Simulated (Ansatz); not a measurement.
Ca₃SbP:
```
CELL_PARAMETERS angstrom
      5.37277     0.00000     0.00000
      0.00000     5.37277     0.00000
      0.00000     0.00000     5.37277
ATOMIC_POSITIONS crystal
  Ca 0.00000 0.50000 0.50000
  Ca 0.50000 0.00000 0.50000
  Ca 0.50000 0.50000 0.00000
  Sb 0.00000 0.00000 0.00000
  P  0.50000 0.50000 0.50000
```

Relaxed with r²SCAN. Special points in fractions of this cell's reciprocal vectors: Γ (0.000, 0.000, 0.000); X (0.000, 0.500, 0.000); M (0.500, 0.500, 0.000); R (0.500, 0.500, 0.500).

Task: List the band energies nearest the valence-band maximum at these points for plane-wave PAW r²SCAN with spin–orbit coupling (Ansatz code).

Result: In eV from the valence-band maximum; about four levels below and three above (degenerate sets whole), none deeper than 8.9 eV; points with the same levels are listed once.

```tsv
k	below	above
Γ	0.00 0.00 0.00 0.00	0.90 0.90 0.90 0.90
X	-1.23 -1.23 -0.98 -0.98	1.54 1.54 1.76 1.76
M	-1.34 -1.34 -1.02 -1.02	1.98 1.98 1.98 1.98
R	-1.73 -1.73 -1.73 -1.73	2.25 2.25 2.25 2.25 2.25 2.25
```

Space group Pm-3m (anti-perovskite). The workflow started from a Materials Project entry (that database holds measured and hypothetical structures alike); the Crystallography Open Database copy checked does not list it. Its standing as an ambient phase is unchecked. Symmetry was held in the r²SCAN relaxation; of distortions, only those at the zone centre were tested, and some modes there are weakly imaginary.

Potentials: the later of the program's two PAW sets.
